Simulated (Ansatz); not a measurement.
Bi2S3:
```yaml
crystal:
  lattice:
    - [11.41671, 0.00000, 0.00000]
    - [0.00000, 3.98758, 0.00000]
    - [0.00000, 0.00000, 11.10426]
  atoms:
    - { symbol: Bi, position: [0.48494, 0.25000, 0.32575] }
    - { symbol: Bi, position: [0.01506, 0.75000, 0.82575] }
    - { symbol: Bi, position: [0.98494, 0.25000, 0.17425] }
    - { symbol: Bi, position: [0.51506, 0.75000, 0.67425] }
    - { symbol: Bi, position: [0.34057, 0.75000, 0.03275] }
    - { symbol: Bi, position: [0.15943, 0.25000, 0.53275] }
    - { symbol: Bi, position: [0.84057, 0.75000, 0.46725] }
    - { symbol: Bi, position: [0.65943, 0.25000, 0.96725] }
    - { symbol: S, position: [0.28691, 0.25000, 0.19254] }
    - { symbol: S, position: [0.21309, 0.75000, 0.69254] }
    - { symbol: S, position: [0.78691, 0.25000, 0.30746] }
    - { symbol: S, position: [0.71309, 0.75000, 0.80746] }
    - { symbol: S, position: [0.54880, 0.75000, 0.12841] }
    - { symbol: S, position: [0.95120, 0.25000, 0.62841] }
    - { symbol: S, position: [0.04880, 0.75000, 0.37159] }
    - { symbol: S, position: [0.45120, 0.25000, 0.87159] }
    - { symbol: S, position: [0.37854, 0.75000, 0.44284] }
    - { symbol: S, position: [0.12146, 0.25000, 0.94284] }
    - { symbol: S, position: [0.87854, 0.75000, 0.05716] }
    - { symbol: S, position: [0.62146, 0.25000, 0.55716] }
```

Relaxed with r²SCAN+D4.

### Question
Map the valence electron density (e/Å³), cut off at 1 on the plane through (0.485, 0.250, 0.326) spanned by u = [1, 0, 0] and v = [0, 0, 1] in lattice vectors, from DFT-r²SCAN+D4 in the program Ansatz with PAW potentials.

### Answer
x is the fraction of u, y of v (the angle between them is 90°; rows are the nearest grid lines); atoms in the plane: Bi at (0.00, 0.00), Bi at (0.50, 0.85), Bi at (0.67, 0.21), Bi at (0.17, 0.64), S at (0.80, 0.87), S at (0.30, 0.98), S at (0.47, 0.30), S at (0.97, 0.55), S at (0.64, 0.62), S at (0.14, 0.23).
```
|@@@@-. .:*@%:*@#-.              ...-@@@@|
|@@@*:  .:*@@%@@#=::--:.     .-+*+=--*@@@|
|@@*-.   .-#@@@%+=-+@@+:.   .-#@@@%+-=*@@|
|...       .:::::-@@@@@@-. .:#@# +@%=:...|
|               .-@@@@@@-.  :=@@@@@+:.   |
|       .        .:*@@*-..   .:-==-:.    |
|    ..:::..      .:--::...   ..::..     |
|   .=@@@@@+:        .:-+**=:.           |
|:::=@@@@@@@-.       .=@@@@@%=.    ..::-:|
|@#+=#@@@@@*:        :=@@-=@@=.   .:+@@@@|
|@@*==%@@@%-.        .-#@@@@#-.   .-%@%#@|
|@@+:......           .:-==-:.    .-%@*=@|
|#=:.                              .-*%%#|
|..               ....               ....|
|                .:-=:.                  |
|   .....       :+@@@#-.                 |
| .:=#%%#=:    .-%@: @*-:-=+=:.          |
| :=@@=+@@=.   .:+@@@#+=#@@@@@*:         |
| :+@@.:@@=.    .-+##=-=@@@@@@@-.        |
| .-*@@@@+:.      .....-%@@@@@@-.        |
|..:::-::.             .:=#@%+:.       ..|
|@@*-..   .:-==-:.        ...       .:+@@|
|@@@*:.  .:+#@%*-.                  .+@@@|
|@@@@-. .:*@%:*@#-.              ...-@@@@|
```
Scale: ten equal steps from 0.010 (start of ' ') to 1.00 (end of '@'), in the order ' .:-=+*#%@'; x runs from 0.000 to 1.00, y from 0.000 (bottom) to 1.00 (top).

The density is the valence pseudo-density with augmentation charge, so density and ELF within about 1 Å of a nucleus are not all-electron values.

Space group Pnma. Symmetry was held in the r²SCAN+D4 relaxation. Scalar-relativistic: spin–orbit coupling is off unless named, which matters more the heavier the elements.

Potentials: the later of the program's two PAW sets.
